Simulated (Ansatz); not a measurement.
Data sheet: K (DFT)

K:
```yaml
crystal:
  lattice:
    - [2.24272, 1.29483, 11.07975]
    - [-2.24272, 1.29483, 11.07975]
    - [0.00000, -2.58967, 11.07975]
  atoms:
    - { symbol: K, position: [0.00000, 0.00000, 0.00000] }
    - { symbol: K, position: [0.77778, 0.77778, 0.77778] }
    - { symbol: K, position: [0.22222, 0.22222, 0.22222] }
```

Space group R-3m (No. 166), 9R (Sm type); conventional cell a = 4.4854 Å, b = 4.4854 Å, c = 33.2392 Å, α = 90.00°, β = 90.00°, γ = 120.00°.

Method: plane-wave PAW LDA (Ansatz code). Structure relaxed to zero pressure with the same functional. Other levels are named where they apply.

**Cell and energy**

| Property | Value |
|---|---|
| Volume per atom | 64.35 Å³ |
| Density | 1.01 g/cm³ |

**Electronic structure**

| Item | Value |
|---|---|
| Electronic character | metallic (no gap) |
| Density of states at the Fermi level | 0.78 states/eV per atom (mean over ±0.08 eV) |

The workflow started from a Materials Project entry (that database holds measured and hypothetical structures alike); the Crystallography Open Database copy checked does not list it. It is not the phase usual at ambient conditions (space group No. 229). The LDA relaxation kept the symmetry of its start; its stability against distortions is not shown here. Axis ratios of metals converge slowly with the k-mesh, so a and c are less sure than the volume.

Potentials: the later of the program's two PAW sets.
